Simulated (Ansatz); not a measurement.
CdSe (zinc blende)

```
CELL_PARAMETERS angstrom
      0.00000     3.04101     3.04101
      3.04101     0.00000     3.04101
      3.04101     3.04101     0.00000
ATOMIC_POSITIONS crystal
  Se 0.75000 0.75000 0.75000
  Cd 0.00000 0.00000 0.00000
```

The slice is a {100} plane (indices of the conventional cell) through the point (0.000, 0.000, 0.000) (fractional), spanned by u = [100] and v = [0 1 -1] in vectors of this cell: u (4.30 Å) and v (4.30 Å, at 90° to u). It covers one period; positions are fractions (u, v).

Method: PBEsol (plane waves to 420 eV, PAW, scalar-relativistic; Ansatz, a first-principles code). k mesh 9×9×9. These are valence fields of a PAW run, semicore shells included where kept as valence: close to a nucleus they are smooth pseudo fields. CdSe was relaxed with its symmetry unable to fall. The PAW data are Ansatz's earlier set.

Three fields on this plane, each scaled to ten steps between its own extremes (0 low, 9 high; the total valence density on a logarithmic scale, the potential cut 8 eV below its top; x marks points blanked near nuclei; v = 0 in the bottom row):

Map A
```
|xxxxxxxx02467778887776420xxxxxxx|
|xxxxxxxx03567788888776530xxxxxxx|
|xxxxxxx0035678888888765300xxxxxx|
|xxxxxxx0246778888888776420xxxxxx|
|xxxxxx003567888888888765300xxxxx|
|xxxxx00346788889998888764300xxxx|
|xxx000346778899999998877643000xx|
|00002346778899999999988776432000|
|22334567788999999999998877654332|
|44556677889999999999999887766554|
|66667788899999999999999988877666|
|77777888999999999999999998887777|
|77788889999999999999999999888877|
|77888889999999999999999999888887|
|78888899999999999999999999988888|
|88888899999999999999999999988888|
|78888899999999999999999999988888|
|77888889999999999999999999888887|
|77788889999999999999999999888877|
|77777888999999999999999998887777|
|66667788899999999999999988877666|
|44556677889999999999999887766554|
|22334567788999999999998877654332|
|00002346778899999999988776432000|
|xxx000346778899999998877643000xx|
|xxxxx00346788889998888764300xxxx|
|xxxxxx003567888888888765300xxxxx|
|xxxxxxx0246778888888776420xxxxxx|
|xxxxxxx0035678888888765300xxxxxx|
|xxxxxxxx03567788888776530xxxxxxx|
|xxxxxxxx02467778887776420xxxxxxx|
|xxxxxxxx02467777877776420xxxxxxx|
```

Map B
```
|xxxxxxxx87532211111223578xxxxxxx|
|xxxxxxxx86532211111223568xxxxxxx|
|xxxxxxx9864322111112234689xxxxxx|
|xxxxxxx9864322111112234689xxxxxx|
|xxxxxx987543211111112345789xxxxx|
|xxxxx99765322111111122356799xxxx|
|xxx998765432111111111234567899xx|
|88888765432211111111122345678888|
|77666554322111000001112234556667|
|55544433221110000000111223344455|
|33333322211100000000011122233333|
|22222221111000000000001111222222|
|22222111110000000000000111112222|
|11111111100000000000000011111111|
|11111111100000000000000011111111|
|11111111100000000000000011111111|
|11111111100000000000000011111111|
|11111111100000000000000011111111|
|22222111110000000000000111112222|
|22222221111000000000001111222222|
|33333322211100000000011122233333|
|55544433221110000000111223344455|
|77666554322111000001112234556667|
|88888765432211111111122345678888|
|xxx998765432111111111234567899xx|
|xxxxx99765322111111122356799xxxx|
|xxxxxx987543211111112345789xxxxx|
|xxxxxxx9864322111112234689xxxxxx|
|xxxxxxx9864322111112234689xxxxxx|
|xxxxxxxx86532211111223568xxxxxxx|
|xxxxxxxx87532211111223578xxxxxxx|
|xxxxxxxx87532211111223578xxxxxxx|
```

Map C
```
|xxxxxxxx56778999999987765xxxxxxx|
|xxxxxxxx55677889998877655xxxxxxx|
|xxxxxxx4456677788877766544xxxxxx|
|xxxxxxx3445566677766655443xxxxxx|
|xxxxxx334444555555555444433xxxxx|
|xxxxx33333344444444444333333xxxx|
|xxx433333333333333333333333334xx|
|55544433322222222222222233344455|
|66554433222211111111122223344556|
|77665433221111111111111223345667|
|77765443221110000000111223445677|
|88776543211100000000011123456778|
|99876543211000000000001123456789|
|99876543211000000000001123456789|
|99987543211000000000001123457899|
|99987543211000000000001123457899|
|99987543211000000000001123457899|
|99876543211000000000001123456789|
|99876543211000000000001123456789|
|88776543211100000000011123456778|
|77765443221110000000111223445677|
|77665433221111111111111223345667|
|66554433222211111111122223344556|
|55544433322222222222222233344455|
|xxx433333333333333333333333334xx|
|xxxxx33333344444444444333333xxxx|
|xxxxxx334444555555555444433xxxxx|
|xxxxxxx3445566677766655443xxxxxx|
|xxxxxxx4456677788877766544xxxxxx|
|xxxxxxxx55677889998877655xxxxxxx|
|xxxxxxxx56778999999987765xxxxxxx|
|xxxxxxxx56778999999987765xxxxxxx|
```

Question: Assign the maps to these fields: density of the lowest conduction band (whole band as if filled, smooth part); density of the highest valence band (whole band, smooth part); electrostatic potential energy of an electron, from the cell's mean.

Answer: A is the electrostatic potential energy of an electron, from the cell's mean; B is the density of the lowest conduction band (whole band as if filled, smooth part); C is the density of the highest valence band (whole band, smooth part).
